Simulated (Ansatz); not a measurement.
**NaSrYWO₆ (F-43m), frozen normal mode**

Theory: Ansatz 0.2.0, DFT PBE, scalar-relativistic, plane waves, PAW. The runs took a 420 eV cutoff, a Γ-centred 6×6×6 mesh and Gaussian smearing (0.05 eV). Spin–orbit coupling is left out, which matters for the heavy elements here. No spin polarisation. Energies are free energies at this smearing, counted from the undisturbed cell; pressure is positive in compression.

Zero of the scan (relaxed at this level; it needn't be the usual structure):

```yaml
crystal:
  lattice:
    - [0.00000, 4.14643, 4.14643]
    - [4.14643, 0.00000, 4.14643]
    - [4.14643, 4.14643, 0.00000]
  atoms:
    - { symbol: Na, position: [0.25000, 0.25000, 0.25000] }
    - { symbol: Sr, position: [0.75000, 0.75000, 0.75000] }
    - { symbol: Y, position: [0.50000, 0.50000, 0.50000] }
    - { symbol: W, position: [0.00000, 0.00000, 0.00000] }
    - { symbol: O, position: [0.76742, 0.23258, 0.23258] }
    - { symbol: O, position: [0.23258, 0.76742, 0.76742] }
    - { symbol: O, position: [0.76742, 0.76742, 0.23258] }
    - { symbol: O, position: [0.23258, 0.23258, 0.76742] }
    - { symbol: O, position: [0.23258, 0.76742, 0.23258] }
    - { symbol: O, position: [0.76742, 0.23258, 0.76742] }
```

A zone-centre mode of this cell is frozen in: each atom moves by x times its row below, so x is the largest displacement.
```
atom ux uy uz
 Na1   0.000   0.000   0.000
 Sr2   0.000   0.000   0.000
  Y3   0.000   0.000   0.000
  W4   0.000   0.000   0.000
  O5   0.000   0.289  -0.957
  O6   0.000   0.000   0.913
  O7  -0.935  -0.145   0.000
  O8   0.935  -0.145   0.000
  O9  -0.145   0.000   0.022
 O10   0.145   0.000   0.022
```

```tsv
x (Å)	ΔE (meV/cell)	force along the mode (eV/Å)	pressure (GPa)	gap on the mesh (eV)
-0.2600	-135.3	-0.76	-1.5	2.57
-0.1300	-40.9	?	-0.4	?
0.0000	0.0	0.00	0.0	2.53
0.1950	-85.4	0.75	-0.9	2.56
```

All sampled points lie below the start, which is a maximum along this line.

(1) Give the withheld values.

## Answers

(1) force along the mode (eV/Å) at x (Å) = -0.1300: -0.59; gap on the mesh (eV) at x (Å) = -0.1300: 2.54.